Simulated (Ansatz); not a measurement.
# ErBi in the rocksalt structure

Level of theory: DFT, PBEsol, scalar-relativistic, collinear spin; plane waves to 420 eV with PAW datasets (Ansatz 0.2.0), Γ-centred 8×8×8 mesh, 0.05 eV Gaussian smearing; PAW files: Ansatz's generated set soft_2.

```
Er Bi
1.0
     0.00000    3.13553    3.13553
     3.13553    0.00000    3.13553
     3.13553    3.13553    0.00000
Er Bi
1 1
Direct
  0.50000 0.50000 0.50000
  0.00000 0.00000 0.00000
```

The start was a prototype's sites filled with these elements; the Crystallography Open Database holds the compound in this structure.

Magnetic state: ferromagnetic, site spin moments Er 2.59 μB.

Question: Which orbitals carry the states at the Fermi level, and how many states are there?

Answer: Within 0.1 eV of it: Er 4f 92 % (shares among the projected shells). The Fermi level sits on a steep edge: the density of states is 1.3, 9.5 and 15.5 states/eV per cell at −0.1, 0 and +0.1 eV.

Density of states (tetrahedra, averaged over 0.5 eV; states/eV per cell of 2 atoms; energy in eV from the Fermi level):

```csv
E (eV),DOS
-3.60,0.4
-3.10,6.6
-2.60,2.4
-2.10,8.3
-1.60,1.6
-1.10,4.5
-0.60,8.8
-0.10,6.0
0.40,1.1
0.90,0.3
1.40,0.4
1.90,0.7
2.40,1.3
2.90,1.9
3.40,2.3
3.90,4.0
4.40,2.4
4.90,3.5
5.40,2.7
5.90,1.5
```

Formal charges Er³⁺, Bi³⁻ leave Er³⁺ with an open 4f¹¹ shell. The run still finds no gap: within 0.1 eV of the Fermi level the projected states are 92 % Er 4f. Apart from the f shell, rare-earth antimonides and bismuthides of this kind are mostly semimetals, since the Er 5d band overlaps the anion's p band.

Hund's first rule gives Er³⁺ with 11 f electrons 3 unpaired spins, a spin moment of 3 μB; the run has 2.59 μB on Er (atomic spheres) and 11.46 f electrons on orthogonalised orbitals. The moment is close to the ion's, so in this run the shell is localised and nearly fully polarised. Without spin–orbit coupling the orbital moment, which adds to the spin in such a shell (free ion: L = 6 beside 2S = 3), is missing, so this isn't the moment that neutrons would see.

Without a U the open 4f shell is pinned at the Fermi level, an artefact: in the real crystal it splits into occupied and empty levels away from it, and its large orbital moment is missing here. Scalar-relativistic only: spin–orbit splittings of the heavy atoms' levels are missing. The run wasn't fully tested for a lower electronic state. Site moments are of spin, integrated over atomic spheres. No antiparallel order was tried.

The state of the open shells isn't shown to be the lowest, and forces and pressures are less sure for it. The relaxed cell is 4 % larger in volume than the cell of this structure in the Crystallography Open Database (29.59 Å³/atom, 1992).
